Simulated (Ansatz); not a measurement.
Method: DFT PBE, scalar-relativistic, plane waves, PAW in Ansatz. Settings: cutoff 420 eV, Γ-centred meshes spaced at most about 0.3 Å⁻¹, and about 0.25 Å⁻¹ or finer for metals (2π included), Gaussian smearing. No spin polarisation in the final relaxations.

These are static total energies at zero pressure. All come from trial cells, and lower structures may exist.

**Question.** Order these relaxed structures of BeZn2Te3 by energy, lowest first, with the energy over the lowest of them.
A.

```
CELL_PARAMETERS angstrom
7.07909 0.00000 0.00000
-3.53955 6.13068 0.00000
0.00000 0.00000 3.93221
ATOMIC_POSITIONS crystal
Be 0.00000 0.00000 0.00000
Zn 0.33333 0.66667 0.50000
Zn 0.66667 0.33333 0.50000
Te 0.50000 0.00000 0.00000
Te 0.00000 0.50000 0.00000
Te 0.50000 0.50000 0.00000
```

B.

```
CELL_PARAMETERS angstrom
6.29871 0.00000 0.00000
-3.14935 5.45484 0.00000
0.00000 0.00000 6.80381
ATOMIC_POSITIONS crystal
Be 0.00000 0.00000 0.00000
Zn 0.00000 0.00000 0.32555
Zn 0.00000 0.00000 0.67445
Te 0.62978 0.00000 0.00000
Te 0.00000 0.62978 0.00000
Te 0.37022 0.37022 0.00000
```

C.

```
CELL_PARAMETERS angstrom
5.52870 0.00000 0.00000
0.00000 5.52870 0.00000
0.00000 0.00000 5.82586
ATOMIC_POSITIONS crystal
Be 0.50000 0.50000 0.50000
Zn 0.00000 0.50000 0.00000
Zn 0.50000 0.00000 0.00000
Te 0.50000 0.50000 0.00000
Te 0.00000 0.00000 0.50000
Te 0.00000 0.00000 0.00000
```

D.

```
CELL_PARAMETERS angstrom
4.67032 0.00000 0.00000
0.00000 4.67032 0.00000
0.00000 0.00000 7.95837
ATOMIC_POSITIONS crystal
Be 0.00000 0.00000 0.74036
Zn 0.50000 0.50000 0.67434
Zn 0.00000 0.00000 0.45347
Te 0.50000 0.00000 0.88569
Te 0.00000 0.50000 0.88569
Te 0.50000 0.50000 0.36045
```

**Answer.** D (0 meV/atom), B (13 meV/atom), C (224 meV/atom), A (365 meV/atom). Forms: D P4mm; B P-62m; C P4/mmm; A P6/mmm. Counting Te atoms around Be and Zn (those within 1.25 times the shortest such distance or 1.15 times the sum of covalent radii; a plus sign parts nearer from farther groups; the shortest distance is added where it exceeds 1.18 times the sum of covalent radii; a slash parts the counts of unlike sites): D has Be 4, Zn 1+4/4+4 from 3.4 Å; B has Be 3, Zn 3 from 3.2 Å; C has Be 2 from 2.9 Å, Zn 4; A has Be 6 from 3.5 Å, Zn 6. C holds Te–Te chains (shortest 2.91 Å) (bonds between like non-metal atoms; other contacts aren't counted). Even the lowest lies +0.23 eV/atom against the elements.

For metals, differences of a few meV/atom aren't resolved. No dispersion correction is applied, so the spacing and binding between layers, chains or molecules are poorly described (P4mm), and this can change margins and order among such cells. Spin–orbit coupling, which can matter for Te, is left out. Cells relaxed within their symmetry can be saddle points. Some structure types and database cells were kept out of the candidates from the start, so a known form may be missing.
